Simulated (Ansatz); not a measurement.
ZrSiRu in space group P-62m (No. 189; Zr on 3g, Si on 1b, Si on 2c, Ru on 3f), plane-wave PAW r²SCAN (Ansatz code), all energies at zero smearing, with the estimated change up to a 700 eV cutoff added, with one set of potentials and settings (totals compare only within such a set). Cell of 9 atoms (3 Zr, 3 Si, 3 Ru): -32183.542 eV.

```json
[
 {"element": "Zr", "reference phase": "P6_3/mmc, 2 atoms in the cell", "E (eV/atom)": "-4195.0547"},
 {"element": "Si", "reference phase": "Fd-3m, 2 atoms in the cell", "E (eV/atom)": "-639.0665"},
 {"element": "Ru", "reference phase": "P6_3/mmc, 2 atoms in the cell", "E (eV/atom)": "-5890.7404"}
]
```

Formation energy per atom, worked out: (-32183.542 − 3×(-4195.0547) − 3×(-639.0665) − 3×(-5890.7404))/9 = -0.995 eV/atom (-96 kJ per mol of atoms), at 0 K, without zero-point energy or fitted corrections.

The first step of the workflow began from a Materials Project structure, measured or hypothetical; the Crystallography Open Database files this formula in space group No. 189, but the cells were not matched. Whether it is the stable phase at ambient conditions was not checked. The cell was relaxed with r²SCAN under the symmetry of its start; whether a distortion lowers the energy is not shown. The run is not spin-polarised. The references are the lowest solids computed at this level, not always the standard phases.

Potentials: the earlier of the program's two PAW sets.
